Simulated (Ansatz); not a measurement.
**Al3B2Sb: rattling a relaxed structure**

It was reached by relaxing an invented guess, and it needn't be the stable form of this composition.

Method: Ansatz 0.2.0, DFT PBE, scalar-relativistic, plane waves, PAW. Settings: cutoff 420 eV, Γ-centred mesh 6×6×14 on the computed 6-atom cell, Gaussian smearing of 0.10 eV; no spin polarisation.

The cell below (6 atoms, space group P6/mmm (No. 191)) is relaxed within its symmetry.

```yaml
crystal:
  lattice:
    - [6.14012, 0.00000, 0.00000]
    - [-3.07006, 5.31750, 0.00000]
    - [0.00000, 0.00000, 2.81119]
  atoms:
    - { symbol: Al, position: [0.50000, 0.00000, 0.00000] }
    - { symbol: Al, position: [0.00000, 0.50000, 0.00000] }
    - { symbol: Al, position: [0.50000, 0.50000, 0.00000] }
    - { symbol: B, position: [0.33333, 0.66667, 0.50000] }
    - { symbol: B, position: [0.66667, 0.33333, 0.50000] }
    - { symbol: Sb, position: [0.00000, 0.00000, 0.50000] }
```

For the test a repeat of it with 12 atoms (edges 2.81, 6.14, 10.63 Å) was strained at random (σ = 1.5 % a component), the atoms were moved at random (σ = 0.05 Å), and all was relaxed again on a coarse 8×4×2 mesh (in the run’s order of axes) with 0.20 eV smearing, with no symmetry imposed.

Spin–orbit coupling, which can matter for Sb, is left out.

Question: Does it come back?

Answer: It doesn't return. The energy falls by 116 meV/atom on that mesh, the volume changes by -0.9 %, and the end has space group Cmmm (No. 65) at a loose tolerance. Relaxed again on an 8×8×14 mesh with 0.10 eV smearing, the new structure lies 103 meV/atom below the first (mesh in the axes of the run's cell; the cell below is made exact in the group named). Space group P6/mmm (No. 191), hexagonal, a = 6.114 Å, c = 2.810 Å. Around Al lie 4 B at 2.26 Å, 2 Al at 2.81 Å, 4 Al at 3.06 Å and 2 Sb at 3.06 Å; B has 6 Al at 2.26 Å and 2 B at 2.81 Å; Sb is surrounded by 2 Sb at 2.81 Å and 6 Al at 3.06 Å.

Space group P6/mmm (No. 191). a = 6.114 Å, b = 6.114 Å, c = 2.810 Å, α = 90.00°, β = 90.00°, γ = 120.00°
```tsv
atom	site	symmetry	x	y	z
Al	3f	mmm	0.5000	0.5000	0.0000
B	2d	-6m2	0.6667	0.3333	0.5000
Sb	1a	6/mmm	0.0000	0.0000	0.0000
```
